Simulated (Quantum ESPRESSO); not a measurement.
# Mg4S3Cl: input and log of a self-consistent run

Computed values, not a measurement. The program is pw.x of Quantum ESPRESSO 7.5 (plane-wave density functional theory). The cell is made up: 8 atoms on a wurtzite lattice, with randomly drawn elements, strain and displacements, not relaxed. PseudoDojo standard norm-conserving files (v0.5 for PBE, v0.4.1 for LDA and PBEsol) set the functional; there is no spin polarisation, spin-orbit coupling or dispersion term, and the masses in the input are unused placeholders. A spin-polarised start on this cell or one of its family kept no moment.

Input:

```
&control calculation='scf', pseudo_dir='./dojo.nc.sr.pbe.v0_5.standard.upf', outdir='./o', disk_io='medium', tprnfor=.true., tstress=.true. /
&system ibrav=0, nat=8, ntyp=3, nbnd=43, ecutwfc=84.00895049, nosym=.true., tot_charge=0,
 occupations='smearing', smearing='fd', degauss=0.0073498644
/
&electrons conv_thr=7.350e-09, electron_maxstep=60, /
ATOMIC_SPECIES
Cl 1.0 Cl.upf
Mg 1.0 Mg.upf
S 1.0 S.upf
CELL_PARAMETERS angstrom
4.1405 -0.0491 -0.0539
-0.085 7.0134 -0.0461
-0.0881 -0.0434 6.5852
ATOMIC_POSITIONS angstrom
Mg -0.09 0.1222 0.1718
Mg 1.8542 3.5172 -0.1486
Mg 2.0034 1.175 3.278
Mg -0.132 4.8252 3.1645
S -0.2169 -0.1192 2.4113
Cl 1.9113 3.4972 2.3359
S 2.0108 1.2026 5.7003
S -0.1059 4.6604 5.6748
K_POINTS automatic
6 6 6 1 1 1
```

The log is shortened where brackets say so; the opening notice, blank lines, dates and the lines on written files are dropped, and the path of the files is cut. It prints rydbergs, bohrs and kilobars, and counts compression as positive stress.

```
     Program PWSCF v.7.5
     Parallel version (MPI & OpenMP), running on       1 processor cores
     Number of MPI processes:                 1
     Threads/MPI process:                     1
     [start-up lines left out]
     bravais-lattice index     =            0
     lattice parameter (alat)  =       7.8256  a.u.
     unit-cell volume          =    1289.9984 (a.u.)^3
     number of atoms/cell      =            8
     number of atomic types    =            3
     number of electrons       =        65.00
     number of Kohn-Sham states=           43
     kinetic-energy cutoff     =      84.0090  Ry
     charge density cutoff     =     336.0358  Ry
     scf convergence threshold =      7.3E-09
     mixing beta               =       0.7000
     number of iterations used =            8  plain     mixing
     Exchange-correlation= PBE
                           (   1   4   3   4   0   0   0)
     [axes and pseudopotential details left out]
   Cartesian axes
     site n.     atom                  positions (alat units)
         1        Mg     tau(   1) = (  -0.0217331   0.0295088   0.0414861  )
         2        Mg     tau(   2) = (   0.4477509   0.8493310  -0.0358838  )
         3        Mg     tau(   3) = (   0.4837796   0.2837382   0.7915691  )
         4        Mg     tau(   4) = (  -0.0318753   1.1651859   0.7641612  )
         5        S      tau(   5) = (  -0.0523769  -0.0287843   0.5822790  )
         6        Cl     tau(   6) = (   0.4615394   0.8445014   0.5640715  )
         7        S      tau(   7) = (   0.4855666   0.2904030   1.3765044  )
         8        S      tau(   8) = (  -0.0255727   1.1253901   1.3703467  )
     number of k points=   108  Fermi-Dirac smearing, width (Ry)=  0.0073
     Number of k-points >= 100: set verbosity='high' to print them.
     Dense  grid:   134191 G-vectors     FFT dimensions: (  45,  80,  75)
     Estimated max dynamical RAM per process >     169.00 MB
     Initial potential from superposition of free atoms
     starting charge      64.9967, renormalised to      65.0000
     Starting wfcs are   36 randomized atomic wfcs +    7 random wfcs
     total cpu time spent up to now is       33.0 secs
     per-process dynamical memory:   104.7 Mb
     Self-consistent Calculation
     iteration #  1     ecut=    84.01 Ry     beta= 0.70
     Davidson diagonalization with overlap
     ethr =  1.00E-02,  avg # of iterations =  5.8
     Threshold (ethr) on eigenvalues was too large:
     Diagonalizing with lowered threshold
     Davidson diagonalization with overlap
     ethr =  8.29E-04,  avg # of iterations =  1.6
     total cpu time spent up to now is      196.5 secs
     total energy              =    -574.45357204 Ry
     estimated scf accuracy    <       0.53362405 Ry
     iteration #  2     ecut=    84.01 Ry     beta= 0.70
     Davidson diagonalization with overlap
     ethr =  8.21E-04,  avg # of iterations =  5.6
     total cpu time spent up to now is      281.8 secs
     total energy              =    -574.58700843 Ry
     estimated scf accuracy    <       0.24524439 Ry
     iteration #  3     ecut=    84.01 Ry     beta= 0.70
     Davidson diagonalization with overlap
     ethr =  3.77E-04,  avg # of iterations =  2.5
     total cpu time spent up to now is      355.7 secs
     total energy              =    -574.63942144 Ry
     estimated scf accuracy    <       0.01194778 Ry
     iteration #  4     ecut=    84.01 Ry     beta= 0.70
     Davidson diagonalization with overlap
     ethr =  1.84E-05,  avg # of iterations =  8.6
     total cpu time spent up to now is      454.2 secs
     total energy              =    -574.64253837 Ry
     estimated scf accuracy    <       0.00246895 Ry
     iteration #  5     ecut=    84.01 Ry     beta= 0.70
     Davidson diagonalization with overlap
     ethr =  3.80E-06,  avg # of iterations =  5.6
     total cpu time spent up to now is      536.5 secs
     total energy              =    -574.64293475 Ry
     estimated scf accuracy    <       0.00027245 Ry
     iteration #  6     ecut=    84.01 Ry     beta= 0.70
     Davidson diagonalization with overlap
     ethr =  4.19E-07,  avg # of iterations =  2.4
     total cpu time spent up to now is      603.5 secs
     total energy              =    -574.64299345 Ry
     estimated scf accuracy    <       0.00000607 Ry
     iteration #  7     ecut=    84.01 Ry     beta= 0.70
     Davidson diagonalization with overlap
     ethr =  9.34E-09,  avg # of iterations =  4.1
     total cpu time spent up to now is      677.3 secs
     total energy              =    -574.64299538 Ry
     estimated scf accuracy    <       0.00000125 Ry
     iteration #  8     ecut=    84.01 Ry     beta= 0.70
     Davidson diagonalization with overlap
     ethr =  1.93E-09,  avg # of iterations =  2.6
     total cpu time spent up to now is      741.1 secs
     total energy              =    -574.64299573 Ry
     estimated scf accuracy    <       0.00000022 Ry
     iteration #  9     ecut=    84.01 Ry     beta= 0.70
     Davidson diagonalization with overlap
     ethr =  3.42E-10,  avg # of iterations =  2.6
     total cpu time spent up to now is      809.4 secs
     total energy              =    -574.64299579 Ry
     estimated scf accuracy    <       0.00000004 Ry
     iteration # 10     ecut=    84.01 Ry     beta= 0.70
     Davidson diagonalization with overlap
     ethr =  5.69E-11,  avg # of iterations =  2.4
     total cpu time spent up to now is      889.2 secs
     End of self-consistent calculation
     Number of k-points >= 100: set verbosity='high' to print the bands.
     the Fermi energy is     6.9637 ev
!    total energy              =    -574.64299580 Ry
     estimated scf accuracy    <          2.5E-09 Ry
     smearing contrib. (-TS)   =      -0.00550561 Ry
     internal energy E=F+TS    =    -574.63749019 Ry
     The total energy is F=E-TS. E is the sum of the following terms:
     one-electron contribution =    -423.06463998 Ry
     hartree contribution      =     209.80700397 Ry
     xc contribution           =     -91.49330443 Ry
     ewald contribution        =    -269.88654975 Ry
     convergence has been achieved in  10 iterations
     Forces acting on atoms (cartesian axes, Ry/au):
     atom    1 type  2   force =     0.01579324   -0.00557605   -0.07399071
     atom    2 type  2   force =     0.03357411    0.00670943   -0.01644914
     atom    3 type  2   force =    -0.00951129   -0.02250390   -0.00443798
     atom    4 type  2   force =     0.00396630   -0.05508460    0.03902516
     atom    5 type  3   force =     0.00560397    0.06869308    0.03798370
     atom    6 type  1   force =    -0.00049383    0.00529839    0.00285864
     atom    7 type  3   force =    -0.01468072   -0.02012679    0.01578964
     atom    8 type  3   force =    -0.03425177    0.02259044   -0.00077931
     Total force =     0.145503     Total SCF correction =     0.000103
     Computing stress (Cartesian axis) and pressure
          total   stress  (Ry/bohr**3)                   (kbar)     P=       25.69
  -0.00001387  -0.00008269   0.00005032           -2.04      -12.16        7.40
  -0.00008269   0.00027100  -0.00009821          -12.16       39.87      -14.45
   0.00005032  -0.00009821   0.00026682            7.40      -14.45       39.25
     init_run     :     28.37s CPU     32.96s WALL (       1 calls)
     electrons    :    785.18s CPU    856.17s WALL (       1 calls)
     forces       :      8.25s CPU      8.35s WALL (       1 calls)
     stress       :     31.25s CPU     31.41s WALL (       1 calls)
     [timing details left out]
     PWSCF        :  14m13.29s CPU  15m29.51s WALL
     JOB DONE.
```

In other units: free energy -7818.416 eV for the cell, pressure 2.57 GPa, largest force component 1.902 eV/Å. A rerun of a related cell, with the same atoms placed differently, at 1437 eV and a 8 x 8 x 8 mesh moved values by no more than 0.006 eV in energy, 0.05 GPa in stress and 0.008 eV/Å in force.